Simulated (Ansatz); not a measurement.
NbAg:
```cif
data_Ag2Nb2
_chemical_formula_sum 'Ag2 Nb2'
_space_group_name_H-M_alt 'Pmma'
_space_group_IT_number 51
_space_group_name_Hall '-P 2a 2a'
_cell_length_a 4.74362
_cell_length_b 2.76273
_cell_length_c 5.30345
_cell_angle_alpha 90.000
_cell_angle_beta 90.000
_cell_angle_gamma 90.000
loop_
_atom_site_label
_atom_site_type_symbol
_atom_site_symmetry_multiplicity
_atom_site_Wyckoff_symbol
_atom_site_fract_x
_atom_site_fract_y
_atom_site_fract_z
_atom_site_occupancy
Ag1 Ag 2 e 0.75000 0.00000 0.14555 1
Nb1 Nb 2 f 0.25000 0.50000 0.35269 1
```

Relaxed with r²SCAN.

### Question
Tabulate the valence density and the electron localisation function along the shortest Ag–Nb contact (2.96 Å), the program Ansatz at the r²SCAN level (PAW).

### Answer


```
distance from Ag (Å)  density (e/Å³)   ELF
--------------------  --------------  ----
0.30                           16.15  0.70
0.44                           10.46  0.57
0.59                            5.79  0.49
0.74                            2.76  0.42
0.89                            1.20  0.34
1.03                            0.58  0.27
1.18                            0.35  0.24
1.33                            0.26  0.25
1.48                            0.23  0.23
1.63                            0.23  0.16
1.77                            0.30  0.14
1.92                            0.49  0.23
2.07                            1.02  0.46
2.22                            2.08  0.68
2.37                            3.54  0.75
2.51                            4.78  0.69
2.66                            5.11  0.46
```

The density is the valence pseudo-density with augmentation charge, so density and ELF within about 1 Å of a nucleus are not all-electron values.

The start of the workflow was typed in or built on a structure type; neither database checked (COD, Materials Project) lists it. Whether it is the stable phase at ambient conditions was not checked. Symmetry was held in the r²SCAN relaxation; whether a distortion lowers the energy is not shown. The run is not spin-polarised. Its formation energy is positive at this level, so the cell may be metastable or incomplete.

Potentials: the earlier of the program's two PAW sets.
